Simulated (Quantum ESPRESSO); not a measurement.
## Al2SiN2O2 (input and log of a self-consistent run)

Computed values, not a measurement. The program is pw.x of Quantum ESPRESSO 7.5 (plane-wave density functional theory). The cell is made up: 7 atoms on a wurtzite lattice with one site empty, with randomly drawn elements, strain and displacements, not relaxed. PseudoDojo standard norm-conserving files (v0.5 for PBE, v0.4.1 for LDA and PBEsol) set the functional; there is no spin polarisation, spin-orbit coupling or dispersion term, and the masses in the input are unused placeholders.

Input:

```
&control calculation='scf', pseudo_dir='./dojo.nc.sr.pbe.v0_5.standard.upf', outdir='./o', disk_io='low', tprnfor=.true., tstress=.true. /
&system ibrav=0, nat=7, ntyp=4, nbnd=22, ecutwfc=105.61755193, nosym=.true., tot_charge=0,
 occupations='smearing', smearing='fd', degauss=0.0018374661
/
&electrons conv_thr=7.350e-09, electron_maxstep=60, /
ATOMIC_SPECIES
Al 1.0 Al.upf
N 1.0 N.upf
O 1.0 O.upf
Si 1.0 Si.upf
CELL_PARAMETERS angstrom
3.0884 0.0386 0.0118
0.0668 5.1858 0.0102
0.0192 0.0096 4.9791
ATOMIC_POSITIONS angstrom
Al -0.0828 0.005 -0.1664
Al 1.6583 2.5526 -0.0667
Si 1.6222 0.8767 2.3533
N 0.0292 -0.0153 1.8441
O 1.6385 2.6881 1.7542
N 1.6067 0.8969 4.2475
O 0.0591 3.4904 4.3106
K_POINTS automatic
8 6 6 1 1 1
```

The log is shortened where brackets say so; the opening notice, blank lines, dates and the lines on written files are dropped, and the path of the files is cut. It prints rydbergs, bohrs and kilobars, and counts compression as positive stress. With no partly filled state, the Fermi energy that it prints is only some level between the filled and the empty states on the mesh, and need not lie in the true gap.

```
     Program PWSCF v.7.5
     Parallel version (MPI & OpenMP), running on       4 processor cores
     Number of MPI processes:                 4
     Threads/MPI process:                     1
     [start-up lines left out]
     bravais-lattice index     =            0
     lattice parameter (alat)  =       5.8367  a.u.
     unit-cell volume          =     538.0453 (a.u.)^3
     number of atoms/cell      =            7
     number of atomic types    =            4
     number of electrons       =        32.00
     number of Kohn-Sham states=           22
     kinetic-energy cutoff     =     105.6176  Ry
     charge density cutoff     =     422.4702  Ry
     scf convergence threshold =      7.3E-09
     mixing beta               =       0.7000
     number of iterations used =            8  plain     mixing
     Exchange-correlation= PBE
                           (   1   4   3   4   0   0   0)
     [axes and pseudopotential details left out]
   Cartesian axes
     site n.     atom                  positions (alat units)
         1        Al     tau(   1) = (  -0.0268077   0.0016188  -0.0538744  )
         2        Al     tau(   2) = (   0.5368988   0.8264415  -0.0215951  )
         3        Si     tau(   3) = (   0.5252109   0.2838444   0.7619152  )
         4        N      tau(   4) = (   0.0094539  -0.0049536   0.5970543  )
         5        O      tau(   5) = (   0.5304883   0.8703116   0.5679479  )
         6        N      tau(   6) = (   0.5201926   0.2903845   1.3751902  )
         7        O      tau(   7) = (   0.0191345   1.1300680   1.3956197  )
     number of k points=   144  Fermi-Dirac smearing, width (Ry)=  0.0018
     Number of k-points >= 100: set verbosity='high' to print them.
     Dense  grid:    78845 G-vectors     FFT dimensions: (  40,  72,  64)
     Estimated max dynamical RAM per process >     209.56 MB
     Estimated total dynamical RAM >     780.49 MB
     Initial potential from superposition of free atoms
     starting charge      31.9945, renormalised to      32.0000
     Starting wfcs are   28 randomized atomic wfcs
     total cpu time spent up to now is        5.7 secs
     per-process dynamical memory:   178.3 Mb
     Self-consistent Calculation
     iteration #  1     ecut=   105.62 Ry     beta= 0.70
     Davidson diagonalization with overlap
     ethr =  1.00E-02,  avg # of iterations =  3.0
     total cpu time spent up to now is       17.0 secs
     total energy              =    -125.06533003 Ry
     estimated scf accuracy    <       1.89417876 Ry
     iteration #  2     ecut=   105.62 Ry     beta= 0.70
     Davidson diagonalization with overlap
     ethr =  5.92E-03,  avg # of iterations =  2.0
     total cpu time spent up to now is       27.3 secs
     total energy              =    -125.54131097 Ry
     estimated scf accuracy    <       1.86564264 Ry
     iteration #  3     ecut=   105.62 Ry     beta= 0.70
     Davidson diagonalization with overlap
     ethr =  5.83E-03,  avg # of iterations =  2.0
     total cpu time spent up to now is       36.6 secs
     total energy              =    -125.86785315 Ry
     estimated scf accuracy    <       0.07652755 Ry
     iteration #  4     ecut=   105.62 Ry     beta= 0.70
     Davidson diagonalization with overlap
     ethr =  2.39E-04,  avg # of iterations =  4.4
     total cpu time spent up to now is       47.7 secs
     total energy              =    -125.89183562 Ry
     estimated scf accuracy    <       0.00730836 Ry
     iteration #  5     ecut=   105.62 Ry     beta= 0.70
     Davidson diagonalization with overlap
     c_bands:  1 eigenvalues not converged
     ethr =  2.28E-05,  avg # of iterations =  6.9
     total cpu time spent up to now is       59.9 secs
     total energy              =    -125.89284878 Ry
     estimated scf accuracy    <       0.00218961 Ry
     iteration #  6     ecut=   105.62 Ry     beta= 0.70
     Davidson diagonalization with overlap
     ethr =  6.84E-06,  avg # of iterations =  3.2
     total cpu time spent up to now is       69.8 secs
     total energy              =    -125.89317838 Ry
     estimated scf accuracy    <       0.00057926 Ry
     iteration #  7     ecut=   105.62 Ry     beta= 0.70
     Davidson diagonalization with overlap
     ethr =  1.81E-06,  avg # of iterations =  3.3
     total cpu time spent up to now is       78.9 secs
     total energy              =    -125.89317690 Ry
     estimated scf accuracy    <       0.00011625 Ry
     iteration #  8     ecut=   105.62 Ry     beta= 0.70
     Davidson diagonalization with overlap
     ethr =  3.63E-07,  avg # of iterations =  2.0
     total cpu time spent up to now is       88.2 secs
     total energy              =    -125.89320537 Ry
     estimated scf accuracy    <       0.00000177 Ry
     iteration #  9     ecut=   105.62 Ry     beta= 0.70
     Davidson diagonalization with overlap
     ethr =  5.54E-09,  avg # of iterations =  4.3
     total cpu time spent up to now is      101.2 secs
     total energy              =    -125.89320625 Ry
     estimated scf accuracy    <       0.00000263 Ry
     iteration # 10     ecut=   105.62 Ry     beta= 0.70
     Davidson diagonalization with overlap
     ethr =  5.54E-09,  avg # of iterations =  2.0
     total cpu time spent up to now is      109.9 secs
     total energy              =    -125.89320629 Ry
     estimated scf accuracy    <       0.00000046 Ry
     iteration # 11     ecut=   105.62 Ry     beta= 0.70
     Davidson diagonalization with overlap
     ethr =  1.43E-09,  avg # of iterations =  2.0
     total cpu time spent up to now is      119.4 secs
     End of self-consistent calculation
     Number of k-points >= 100: set verbosity='high' to print the bands.
     the Fermi energy is     8.3752 ev
!    total energy              =    -125.89320639 Ry
     estimated scf accuracy    <          4.5E-09 Ry
     smearing contrib. (-TS)   =      -0.00000000 Ry
     internal energy E=F+TS    =    -125.89320639 Ry
     The total energy is F=E-TS. E is the sum of the following terms:
     one-electron contribution =     -25.02683883 Ry
     hartree contribution      =      32.00910125 Ry
     xc contribution           =     -36.68341036 Ry
     ewald contribution        =     -96.19205845 Ry
     convergence has been achieved in  11 iterations
     Forces acting on atoms (cartesian axes, Ry/au):
     atom    1 type  1   force =     0.10997136   -0.07501297    0.06980449
     atom    2 type  1   force =    -0.02646405    0.12868749    0.04540286
     atom    3 type  4   force =    -0.02741632    0.06385083   -0.03671093
     atom    4 type  2   force =     0.02239148    0.10560533   -0.02021692
     atom    5 type  3   force =    -0.00424919   -0.17528692   -0.01234309
     atom    6 type  2   force =    -0.09011880   -0.00611667   -0.09905355
     atom    7 type  3   force =     0.01588552   -0.04172709    0.05311715
     Total force =     0.337395     Total SCF correction =     0.000106
     Computing stress (Cartesian axis) and pressure
          total   stress  (Ry/bohr**3)                   (kbar)     P=      -99.63
  -0.00059636  -0.00043208   0.00002663          -87.73      -63.56        3.92
  -0.00043208  -0.00036729   0.00027861          -63.56      -54.03       40.99
   0.00002663   0.00027861  -0.00106817            3.92       40.99     -157.13
     init_run     :      5.18s CPU      5.43s WALL (       1 calls)
     electrons    :    112.84s CPU    113.70s WALL (       1 calls)
     forces       :      1.54s CPU      1.55s WALL (       1 calls)
     stress       :      5.97s CPU      5.97s WALL (       1 calls)
     [timing details left out]
     PWSCF        :   2m 5.84s CPU   2m 7.01s WALL
     JOB DONE.
```

In other units: free energy -1712.864 eV for the cell, pressure -9.96 GPa, largest force component 4.507 eV/Å. This run is the check on a run of the same cell at 1143 eV and a 6 x 4 x 4 mesh: rerunning at 1437 eV and a 8 x 6 x 6 mesh moved values by no more than 0.002 eV in energy, 0.02 GPa in stress and 0.003 eV/Å in force.